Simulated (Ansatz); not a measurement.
VPt: zone-centre modes under pressure

VPt, P4/mmm, a = 2.655 Å, c = 3.831 Å. The structure is a COD entry; whether it is the stable form wasn't checked. Ansatz: LDA, PAW, 420 eV, Γ-centred 16×16×12 mesh on 2 atoms, Fermi-Dirac smearing 0.15 eV; no spin polarisation. Cell and atoms are relaxed at each pressure with the symmetry kept; optical modes at Γ by linear response, in cm⁻¹, matched by rank (the highest 2 distinct ones).

```tsv
P (GPa)	V (Å³/atom)	ω1	ω2
0	13.501	177.7	234.1
3	13.362	182.2	241.2
10	13.066	?	?
```

Question: Get each mode's Grüneisen parameter γ = −d ln ω/d ln V from the other rows and predict the missing frequencies.

Answer: ln(V/V0) = 0.0000, -0.0103, -0.0328; a line through ln(ω/ω0) of the 2 known rows gives ω1: γ = 2.428, predicted 192.4, computed 192.1; ω2: γ = 2.901, predicted 257.5, computed 256.8. The worst miss is 0.3 %, or 3 % of the shift under pressure, so a constant γ serves at that level. In a metal these frequencies hang on the mesh and smearing.

Spin–orbit coupling is left out, which can shift energies with elements as heavy as these.